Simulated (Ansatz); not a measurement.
## ZnS, a database entry at a rescaled volume

```
Zn S
1.0
     3.81244    0.00000    0.00000
    -1.90622    3.30167    0.00000
     0.00000    0.00000    6.25088
Zn S
2 2
Cartesian
  0.0000 2.2011 0.0000
  1.9062 1.1006 3.1254
  0.0000 2.2011 2.3441
  1.9062 1.1006 5.4695
```

Single point in Ansatz 0.2.0 with r2SCAN, no spin polarisation. Cutoff 500 eV, PAW datasets, 12×12×4 Γ-centred k mesh, tetrahedron filling.

Problem. Which orbitals make up the band edges?

Solution. Within 0.7 eV of the edges, the states project mainly on S p (88 %) below the gap and on Zn s (60 %) and S s (29 %) above it.

Problem. Is it stable against the elements?

Solution. -0.98 eV an atom against the elements' usual phases (free molecules for gases, crystals otherwise, with no correction for O₂ or N₂), so it is bound against them; other compounds may still compete. Relaxing would lower it.

Problem. What is the band gap?

Solution. The gap is 2.76 eV, direct at the points sampled.

Problem. What does the stress say?

Solution. The pressure is -0.3 GPa (compression positive), so with the atoms held at these fractions the cell is close to zero pressure.

Problem. Are the atoms at rest?

Solution. Nearly at rest: the largest force is 0.021 eV/Å.

Problem. Which element gives electrons and which takes them?

Solution. Bader charges in e: Zn +0.97, S -0.97. In the mean Zn gives up most and S takes most.

Problem. Describe some of the short contacts.

Solution. Zn–S at 2.34 Å: least valence density 0.47 e/Å³ and ELF 0.33 there. These are pseudo-fields; inside the PAW spheres they differ from the all-electron ones.

Origin: a database entry at a rescaled volume. Caveats: empty levels are not fully converged; forces and stress under tetrahedra may miss the slope of the energy.
